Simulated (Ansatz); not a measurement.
Slab of bcc Cr (110), 7 layers

The slab is cut from the bcc crystal, the stable phase, as relaxed on PAW files (11.56 Å³/atom), with 16 Å of vacuum and a dipole correction:

```
Cr
1.0
     2.46682    0.00000    0.00000
    -0.82227    2.32574    0.00000
     0.00000    0.00000   28.08490
Cr
7
Direct
  0.00000 0.00000 0.28485
  0.50000 0.50000 0.35657
  0.00000 0.00000 0.42828
  0.50000 0.50000 0.50000
  0.00000 0.00000 0.57172
  0.50000 0.50000 0.64343
  0.00000 0.00000 0.71515
```

Level of theory: DFT with PBE, scalar-relativistic, in Ansatz 0.2.0; a Γ-centred 14×14×1 k mesh, Fermi–Dirac smearing of 0.05 eV, spin-polarised from start moments Cr1 2, Cr2 2, Cr3 2, Cr4 2, Cr5 2, Cr6 2, Cr7 2 μB. LAPW: all electrons, basis error target 1 meV/atom; PAW: frozen-core files, cutoff 420 eV.

The bulk energy comes from a cell in the slab's orientation on a 14×14×8 mesh. The surface energy is (E(slab) − N·E(bulk))/2A at zero smearing, the mean of both faces; thin slabs carry quantum-size effects.

Antiferromagnetic order, which Cr and Mn prefer near zero pressure, wasn't tried. The start moments died away, and the runs ended non-magnetic.

Question: As cut, the LAPW slab lies 2.358 eV above 7 atoms of bulk. What surface energy is that?

Answer: Over two faces of 5.74 Å² it is 205.5 meV/Å², and times 16.02 J/m² per eV/Å² that gives γ = 3.293 J/m².

```csv
method,γ as cut (J/m²),γ relaxed (J/m²),Φ as cut (eV),Φ relaxed (eV)
LAPW,3.293,3.223,?,?
```

Question: Fill in "Φ relaxed (eV)" for the row "LAPW".

Answer: 4.79.

Question: Give the missing entry: row "LAPW", column "Φ as cut (eV)".

Answer: 4.91.

Question: How do the spacings between the planes relax (positions relaxed on PAW files)?

Answer: From the bottom face up: d12 -4.6 % of 2.014 Å, d23 +0.6 % of 2.014 Å, d34 -0.1 % of 2.014 Å, d45 -0.1 % of 2.014 Å, d56 +0.6 % of 2.014 Å, d67 -4.6 % of 2.014 Å.

Question: A field of 0.5 V/Å is applied along the normal, atoms held. What follows?

Answer: LAPW finds an induced dipole of 0.2506 e·Å a cell (PAW 0.2505), that is 15.80 Å for 4πα over the area, against 11.92 Å between the outer atoms.
